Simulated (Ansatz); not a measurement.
## Piezoelectric tensor of GaN at 7 GPa (stress–strain coefficients)

The calculation used DFT LDA, scalar-relativistic, plane waves, PAW in Ansatz 0.2.0. Settings: 420 eV plane-wave cutoff, Γ-centred 12×12×6 mesh, fixed occupations. No spin polarisation.

The cell, relaxed at 7 GPa:
```
Ga N
1.0
     3.11795    0.00000    0.00000
    -1.55897    2.70022    0.00000
     0.00000    0.00000    5.08415
Ga N
2 2
Cartesian
  0.0000 1.8001 -0.0032
  1.5590 0.9001 2.5389
  0.0000 1.8001 1.9098
  1.5590 0.9001 4.4518
```

Problem. Give the relaxed-ion proper piezoelectric stress tensor e_iJ (C/m², Voigt columns xx yy zz yz xz xy).

Solution.
```
x    0.00  0.00  0.00  0.00 -0.42  0.00
y    0.00  0.00  0.00 -0.42  0.00  0.00
z   -0.58 -0.58  1.05  0.00  0.00  0.00
```
Signs follow the orientation of the cell as given.

Problem. With the elastic constants (GPa, Voigt order)
```
398.0 169.3 128.3   0.0   0.0   0.0
169.3 398.0 128.3   0.0   0.0   0.0
128.2 128.2 445.3   0.0   0.0   0.0
  0.0   0.0   0.0  96.3   0.0   0.0
  0.0   0.0   0.0   0.0  96.3   0.0
  0.0   0.0   0.0   0.0   0.0 114.4
```
find the strain coefficients d = e·C⁻¹ (pC/N).

Solution.
```
x    0.00  0.00  0.00  0.00 -4.39  0.00
y    0.00  0.00  0.00 -4.39  0.00  0.00
z   -1.79 -1.79  3.38  0.00  0.00  0.00
```

Cost: 1 run of about 8.3 core-minutes, on Arm Neoverse V1 (shared hosts).